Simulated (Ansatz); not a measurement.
Computed with DFT PBE, scalar-relativistic, plane waves, PAW in Ansatz 0.2.0. All cells share a 420 eV cutoff and Γ-centred k meshes spaced about 0.3 Å⁻¹ or finer (0.25 for metals, 2π included). These runs have no spin polarisation.

Temperature and zero-point effects are left out.

Two forms of Cd3CuO were relaxed alike.

A.

```cif
data_structure
_symmetry_space_group_name_H-M 'P4/mmm'
_symmetry_Int_Tables_number 123
_cell_length_a 3.1510
_cell_length_b 3.1510
_cell_length_c 10.0313
_cell_angle_alpha 90.000
_cell_angle_beta 90.000
_cell_angle_gamma 90.000
_cell_volume 99.60
loop_
_atom_site_label
_atom_site_type_symbol
_atom_site_symmetry_multiplicity
_atom_site_Wyckoff_symbol
_atom_site_fract_x
_atom_site_fract_y
_atom_site_fract_z
_atom_site_occupancy
Cd1 Cd 1 d 0.50000 0.50000 0.50000 1
Cd2 Cd 2 h 0.50000 0.50000 0.16474 1
Cu1 Cu 1 a 0.00000 0.00000 0.00000 1
O1 O 1 b 0.00000 0.00000 0.50000 1
```

B.

```cif
data_structure
_symmetry_space_group_name_H-M 'P4/mmm'
_symmetry_Int_Tables_number 123
_cell_length_a 5.0962
_cell_length_b 5.0962
_cell_length_c 3.6617
_cell_angle_alpha 90.000
_cell_angle_beta 90.000
_cell_angle_gamma 90.000
_cell_volume 95.10
loop_
_atom_site_label
_atom_site_type_symbol
_atom_site_symmetry_multiplicity
_atom_site_Wyckoff_symbol
_atom_site_fract_x
_atom_site_fract_y
_atom_site_fract_z
_atom_site_occupancy
Cd1 Cd 1 d 0.50000 0.50000 0.50000 1
Cd2 Cd 2 f 0.50000 0.00000 0.00000 1
Cu1 Cu 1 b 0.00000 0.00000 0.50000 1
O1 O 1 a 0.00000 0.00000 0.00000 1
```

**Question.** Which is lower in energy, and by how much?

**Answer.** They are level within the accuracy (3 meV/atom apart, with A the lower in these runs). A has space group P4/mmm (No. 123), 19.9 Å³/atom and no gap on its mesh; B has space group P4/mmm (No. 123), 19.0 Å³/atom and no gap. Counting Cd or Cu atoms around O (for each partner element, those within 1.25 times its shortest distance or 1.15 times the sum of covalent radii, where it is the nearest in units of that sum or under 1.3; a plus sign parts groups by distance over the sum of covalent radii), A has O 4 and B has O 2+4. In A, Cd on a site of symmetry 4/mmm is surrounded by 4 O at 2.23 Å, 4 Cd at 3.15 Å and 2 Cd at 3.36 Å; around Cu lie 8 Cd at 2.77 Å and 4 Cu at 3.15 Å; O is surrounded by 4 Cd at 2.23 Å; 1 more site not described. In B, Cd on a site of symmetry 4/mmm is surrounded by 8 Cd at 3.14 Å and 4 Cu at 3.60 Å; around Cu lie 2 O at 1.83 Å, 8 Cd at 3.14 Å and 4 Cd at 3.60 Å; around O lie 2 Cu at 1.83 Å and 4 Cd at 2.55 Å; 1 more site not described. Both come from trial cells of a structure search, whose lowest cell (P4mm, 17.3 Å³/atom) lies 133 meV/atom below the lower of the two.

The k mesh leaves some 4 meV/atom of noise in the energy of each metallic cell. No Hubbard U is applied to the 3d shell of Cu. Trial moments fell under 0.15 μB along the way in P4/mmm; another start might hold them. Cells relaxed within their symmetry can be saddle points. Some candidate types were left out of the draw beforehand, so a known form may be missing.
